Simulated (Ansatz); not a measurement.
Cu$_{2}$O (cuprite type, space group Pn-3m)

```
Cu2O
1.0
    4.24572     0.00000     0.00000
    0.00000     4.24572     0.00000
    0.00000     0.00000     4.24572
Cu O
4 2
Direct
  0.75000   0.75000   0.75000
  0.75000   0.25000   0.25000
  0.25000   0.75000   0.25000
  0.25000   0.25000   0.75000
  0.00000   0.00000   0.00000
  0.50000   0.50000   0.50000
```

The slice is a {100} plane (indices of the conventional cell) through the point (0.500, 0.500, 0.500) (fractional), spanned by u = [100] and v = [010] in vectors of this cell: u (4.25 Å) and v (4.25 Å, at 90° to u). It covers one period; positions are fractions (u, v).

Calculation: r2SCAN (plane waves to 500 eV, PAW, scalar-relativistic; Ansatz, a quantum-chemistry and plane-wave program). k mesh 8×8×8. These are valence fields of a PAW run, semicore shells included where kept as valence: close to a nucleus they are smooth pseudo fields. Cu2O is run without spin polarisation. Cu2O was relaxed with its symmetry unable to fall.

Three fields on this plane, each scaled to ten steps between its own extremes (0 low, 9 high; the total valence density on a logarithmic scale, the potential cut 8 eV below its top; x marks points blanked near nuclei; v = 0 in the bottom row):

Map A
```
|xxxxx941000000000149xxxx|
|xxxxx620000000000026xxxx|
|xxxx83000000000000038xxx|
|xxx8300000000000000038xx|
|996300000110001100000369|
|442000001110001110000024|
|110000011110001111000001|
|000000111110001111100000|
|000001111110001111110000|
|000001111100000111110000|
|000000000000000000000000|
|000000000000000000000000|
|000000000000000000000000|
|000001111100000111110000|
|000001111110001111110000|
|000000111110001111100000|
|110000011110001111000001|
|442000001110001110000024|
|996300000110001100000369|
|xxx8300000000000000038xx|
|xxxx83000000000000038xxx|
|xxxxx620000000000026xxxx|
|xxxxx941000000000149xxxx|
|xxxxx941000000000149xxxx|
```

Map B
```
|xxxxx467789999987764xxxx|
|xxxxx356778999877653xxxx|
|xxxx23345678887654332xxx|
|xxx2222235678765322222xx|
|543321012467776421012334|
|765320002467776420002356|
|776421012467776421012467|
|877532223567876532223577|
|887654445678887654445678|
|998766666789998766666789|
|999877777899999877777899|
|999887778899999887778899|
|999877777899999877777899|
|998766666789998766666789|
|887654445678887654445678|
|877532223567876532223577|
|776421012467776421012467|
|765320002467776420002356|
|543321012467776421012334|
|xxx2222235678765322222xx|
|xxxx23345678887654332xxx|
|xxxxx356778999877653xxxx|
|xxxxx467789999987764xxxx|
|xxxxx577889999988775xxxx|
```

Map C
```
|xxxxx964210000012469xxxx|
|xxxxx854211000112458xxxx|
|xxxx97543211011234579xxx|
|xxx9865433211123345689xx|
|998766554322122345566789|
|665555554322122345555556|
|344445554322122345554444|
|222334444321112344443322|
|111233333211011233333211|
|001122222110001122222110|
|000112221100000112221100|
|000011111000000011111000|
|000112221100000112221100|
|001122222110001122222110|
|111233333211011233333211|
|222334444321112344443322|
|344445554322122345554444|
|665555554322122345555556|
|998766554322122345566789|
|xxx9865433211123345689xx|
|xxxx97543211011234579xxx|
|xxxxx854211000112458xxxx|
|xxxxx964210000012469xxxx|
|xxxxx963210000012369xxxx|
```

Task: Assign the maps to these fields: electron localisation function (ELF); valence electron density; electrostatic potential energy of an electron, from the cell's mean.

Result: A is the electron localisation function (ELF); B is the electrostatic potential energy of an electron, from the cell's mean; C is the valence electron density.
